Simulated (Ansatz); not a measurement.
**Vibrational response of Ni2H**

Theory: DFT LDA, scalar-relativistic, plane waves, PAW in Ansatz 0.2.0. Plane waves to 420 eV; Γ-centred k mesh 18×18×10; Fermi-Dirac smearing of 0.15 eV. No spin polarisation. Phonons by linear response, acoustic sum rule imposed.

Equilibrium structure at this level:
```xyz
3
Lattice="2.4909 0.0000 0.0000 -1.2455 2.1572 0.0000 0.0000 0.0000 4.1177" Properties=species:S:1:pos:R:3 pbc="T T T"
Ni    1.2455    0.7191    3.1642
Ni    0.0000    1.4381    1.1840
H     0.0000    0.0000    0.1153
```

In a metal, frequencies and elastic constants depend on the k mesh and the smearing, soft modes and shear constants most. Spin polarisation was left out, and a magnetic state may lie lower.

Question: Is this structure stable against zone-centre distortions?

Answer: Yes, at Γ: no optical mode is imaginary. Strains and other wave vectors aren't tested by this run.

Question: List the optical modes at Γ (i marks imaginary ones).

Answer:
```
frequency (meV) degeneracy
           17.6           2
           37.9           1
           97.4           2
           99.9           1
```